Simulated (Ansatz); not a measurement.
HfO2:
```
HfO2
1.0
    5.29431     0.00000     0.00000
    0.00000     5.06971     0.00000
    0.00000     0.00000     5.10177
Hf O
4 8
Direct
  0.03259   0.26629   0.24001
  0.96741   0.73371   0.74001
  0.46741   0.26629   0.74001
  0.53259   0.73371   0.24001
  0.36543   0.06761   0.38316
  0.63457   0.93239   0.88316
  0.13457   0.06761   0.88316
  0.86543   0.93239   0.38316
  0.72923   0.46278   0.48983
  0.27077   0.53722   0.98983
  0.77077   0.46278   0.98983
  0.22923   0.53722   0.48983
```

Relaxed with plane-wave PAW PBE (Ansatz code). Indices refer to the conventional cell of Pca2_1, a = 5.294 Å, b = 5.070 Å, c = 5.102 Å, α = 90.00°, β = 90.00°, γ = 90.00°.

Simulate the powder diffraction pattern (Co Kα, λ = 1.79026 Å; lines above 1 %) up to 2θ = 90°.

Simulated powder pattern, Co Kα, λ = 1.79026 Å (kinematic, ideal powder, no thermal factors, no anomalous dispersion; the 30 strongest lines at most, above 1 %, up to 2θ = 90°):

| 2θ (°) | d (Å) | I/Imax (%) | hkl |
|---|---|---|---|
| 20.34 | 5.070 | 1.2 | (010) |
| 28.30 | 3.662 | 4.1 | (110) |
| 35.02 | 2.975 | 100 | (111) |
| 39.53 | 2.647 | 13 | (200) |
| 41.09 | 2.551 | 14 | (002) |
| 41.36 | 2.535 | 12 | (020) |
| 44.79 | 2.350 | 3.4 | (201) |
| 50.64 | 2.093 | 1.9 | (112) |
| 50.81 | 2.086 | 2.1 | (121) |
| 58.33 | 1.837 | 14 | (202) |
| 58.54 | 1.831 | 13 | (220) |
| 59.71 | 1.798 | 14 | (022) |
| 62.59 | 1.723 | 4.0 | (221) |
| 64.97 | 1.667 | 3.7 | (310) |
| 68.81 | 1.584 | 12 | (311) |
| 70.95 | 1.542 | 16 | (113) |
| 71.33 | 1.535 | 14 | (131) |
| 74.00 | 1.487 | 9.9 | (222) |
| 77.46 | 1.431 | 1.3 | (203) |
| 79.82 | 1.395 | 3.6 | (312) |
| 85.11 | 1.324 | 1.2 | (400) |
| 88.64 | 1.281 | 2.6 | (401) |
| 89.15 | 1.275 | 2.4 | (004) |
| 89.86 | 1.267 | 2.1 | (040) |

The cell was relaxed with PBE under the symmetry of its start. The run is not spin-polarised. Spin–orbit coupling is left out wherever it is not named.

Potentials: the earlier of the program's two PAW sets.
